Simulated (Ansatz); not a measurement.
NaI (rock salt)

```
CELL_PARAMETERS angstrom
      0.00000     3.23007     3.23007
      3.23007     0.00000     3.23007
      3.23007     3.23007     0.00000
ATOMIC_POSITIONS crystal
  I  0.00000 0.00000 0.00000
  Na 0.50000 0.50000 0.50000
```

E(V) scan at fixed shape, V₀ the volume above. Symmetry pins the atoms to their sites.

The numbers are results of r2SCAN (plane waves to 500 eV, PAW, scalar-relativistic; Ansatz, a program for electronic structure), not measurements. k mesh 9×9×9 (Γ-centred), Fermi-Dirac smearing 0.05 eV. The energy includes the smearing's −TS. Stress and pressure are positive under compression. NaI was relaxed with its symmetry unable to fall. Spin-orbit coupling is left out, though I is heavy. The zero of ΔE is the relaxed starting cell.

```csv
V (Å³/atom),ΔE (meV/atom)
30.331,22.2
31.005,13.7
31.679,7.4
32.353,3.2
33.027,0.8
33.701,0.0
34.375,0.7
35.049,2.6
35.723,5.8
36.397,withheld
37.071,14.9
```

Problem. Fit a third-order Birch-Murnaghan form (E₀, V₀, B₀, B₀′ free) to the given rows and predict ΔE at V = 36.397.

Solution. Least squares on the 10 given rows: ΔE = E₀ + (9V₀B₀/16)·y²·[2 + (B₀′ − 4)y], y = (V₀/V)^(2/3) − 1, with V₀ = 33.714 Å³/atom, B₀ = 17.12 GPa (160.2 GPa = 1 eV/Å³; the term in eV is multiplied by 1000), B₀′ = 4.73, E₀ = 0.02 meV/atom; root-mean-square residual 0.03 meV/atom. At 36.397 the fit gives 9.9 meV/atom; the calculation gives 9.9 meV/atom, the same to the digits shown. For the pressure the fit gives -1.09 GPa against the computed -1.10 GPa.

(A scan under strain: stresses follow from slopes of the energy per volume, elastic moduli from its curvatures.)
